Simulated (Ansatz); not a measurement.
Relaxation of a relaxed TiC cell displaced along its unstable phonon at q = (½, 0, 0) of its primitive reciprocal cell (307i cm⁻¹), largest move 0.15 Å; 4 atoms in the cell, which starts as Pmma (No. 51), oP4; a = 5.175 Å, b = 2.934 Å, c = 2.588 Å, α = 90.00°, β = 90.00°, γ = 90.00°. These are r2SCAN (plane waves to 500 eV, PAW, scalar-relativistic; Ansatz, a first-principles code) values and carry that method's errors. Γ-centred k-mesh 6×12×11 on the run's cell (coarser than for final values), Fermi–Dirac smearing 0.05 eV. This is the first round of the run. 

The optimiser's lines from the output (shortened; P is positive under compression):

```
relax step   1: F+E_penalty+E_count = -5511.32410046 eV  Δ(F+E_penalty+E_count) = +0.000e0 eV  max|allowed force component| = 1.456e0 eV/Å  Δτ_max = 0.0000 Å  P = -0.077 GPa  Ω = 39.290 Å³  (8 SCF iters, dr2 threshold 1.00e-7 eV, accepted)
relax step   2: F+E_penalty+E_count = -5511.64921614 eV  Δ(F+E_penalty+E_count) = -3.251e-1 eV  max|allowed force component| = 1.720e0 eV/Å  Δτ_max = 0.0941 Å  P = -0.540 GPa  Ω = 39.667 Å³  (7 SCF iters, dr2 threshold 4.00e-7 eV, accepted)
relax step   3: F+E_penalty+E_count = -5512.33318033 eV  Δ(F+E_penalty+E_count) = -6.840e-1 eV  max|allowed force component| = 1.110e0 eV/Å  Δτ_max = 0.1956 Å  P = +4.210 GPa  Ω = 40.080 Å³  (7 SCF iters, dr2 threshold 4.00e-7 eV, accepted)
relax step   4: F+E_penalty+E_count = -5512.53762184 eV  Δ(F+E_penalty+E_count) = -2.044e-1 eV  max|allowed force component| = 2.603e-1 eV/Å  Δτ_max = 0.1822 Å  P = +0.940 GPa  Ω = 42.550 Å³  (8 SCF iters, dr2 threshold 4.00e-7 eV, accepted)
relax step   5: F+E_penalty+E_count = -5512.57041534 eV  Δ(F+E_penalty+E_count) = -3.279e-2 eV  max|allowed force component| = 7.592e-2 eV/Å  Δτ_max = 0.0184 Å  P = -1.326 GPa  Ω = 42.988 Å³  (7 SCF iters, dr2 threshold 4.00e-7 eV, accepted)
relax step   6: F+E_penalty+E_count = -5512.57496446 eV  Δ(F+E_penalty+E_count) = -4.549e-3 eV  max|allowed force component| = 6.018e-3 eV/Å  Δτ_max = 0.0045 Å  P = +1.700 GPa  Ω = 42.730 Å³  (6 SCF iters, dr2 threshold 4.00e-7 eV, accepted)
relax step   7: F+E_penalty+E_count = -5512.57737891 eV  Δ(F+E_penalty+E_count) = -2.414e-3 eV  max|allowed force component| = 5.428e-3 eV/Å  Δτ_max = 0.0081 Å  P = +0.083 GPa  Ω = 43.145 Å³  (5 SCF iters, dr2 threshold 4.00e-7 eV, accepted)
relax step   8: F+E_penalty+E_count = -5512.57738844 eV  Δ(F+E_penalty+E_count) = -9.533e-6 eV  max|allowed force component| = 2.512e-3 eV/Å  Δτ_max = 0.0019 Å  P = +0.026 GPa  Ω = 43.196 Å³  (5 SCF iters, dr2 threshold 4.55e-8 eV, accepted)
relax step   9: F+E_penalty+E_count = -5512.57738621 eV  Δ(F+E_penalty+E_count) = +2.234e-6 eV  max|allowed force component| = 3.501e-4 eV/Å  Δτ_max = 0.0000 Å  P = +0.002 GPa  Ω = 43.204 Å³  (5 SCF iters, dr2 threshold 6.32e-9 eV, accepted)
relax step  10: F+E_penalty+E_count = -5512.58025421 eV  Δ(F+E_penalty+E_count) = -2.868e-3 eV  max|allowed force component| = 4.798e-4 eV/Å  Δτ_max = 0.0000 Å  P = +0.032 GPa  Ω = 43.204 Å³  stress off target by 5.66e-2 GPa  SCF on the basis re-selected at this cell (its energy is not comparable with the rows above)  (8 SCF iters)
relax step  11: F+E_penalty+E_count = -5512.58024753 eV  Δ(F+E_penalty+E_count) = +6.678e-6 eV  max|allowed force component| = 2.977e-6 eV/Å  Δτ_max = 0.0003 Å  P = +0.001 GPa  Ω = 43.219 Å³  (5 SCF iters, dr2 threshold 8.01e-9 eV, accepted)
relax step  12: F+E_penalty+E_count = -5512.58025392 eV  Δ(F+E_penalty+E_count) = -6.393e-6 eV  max|allowed force component| = 4.208e-6 eV/Å  Δτ_max = 0.0000 Å  P = +0.001 GPa  Ω = 43.219 Å³  stress off target by 2.79e-3 GPa  SCF on the basis re-selected at this cell (its energy is not comparable with the rows above)  (5 SCF iters)
```

From the first to the last row the energy changes by -0.31 eV/atom and the volume by +10.0 %. The last row is marked as not comparable with the walk above it, whose basis was carried along; it does compare with step 1, since both stand on a basis selected at the nominal cutoff for their own cell.

Later rounds, restarted from the end of this one on a renewed k-mesh, logged 6 more steps and released under 0.01 eV/atom more. The final structure after all rounds: Pmma (No. 51), oP4; a = 5.3960 Å, b = 2.8874 Å, c = 2.7754 Å, α = 90.00°, β = 90.00°, γ = 90.00°. Between re-selections the logged energies stand on a plane-wave basis carried along with the cell. No spin polarisation in the result.

The run could not lose the symmetry of its start: the end is stationary, and may be a saddle point rather than a minimum.

The relaxed structure here is a generated cell of TiC: the first start was made by placing the elements on the sites of a structure type, and the end was not matched to a known phase here, so it may be hypothetical. Known forms of TiC include space group No. 225.
